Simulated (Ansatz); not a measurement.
An elastic tensor (GPa, Voigt order, standard axes) from DFT-PBE in the program Ansatz with PAW potentials:

```
 125  52.5  52.5   0.0   0.0   0.0
52.5   125  52.5   0.0   0.0   0.0
52.5  52.5   125   0.0   0.0   0.0
 0.0   0.0   0.0  64.5   0.0   0.0
 0.0   0.0   0.0   0.0  64.5   0.0
 0.0   0.0   0.0   0.0   0.0  64.5
```

Task: Pick the material that matches.
A) Na, bcc (W type)
B) Ir, fcc (Cu type)
C) GaP, zinc blende
D) Pb, fcc (Cu type)

Result: C, GaP, zinc blende

Space group F-43m (zinc blende). The cell was relaxed with PBE under the symmetry of its start; phonons on a q-mesh show no instability. Spin–orbit coupling is left out wherever it is not named.

Potentials: the later of the program's two PAW sets.
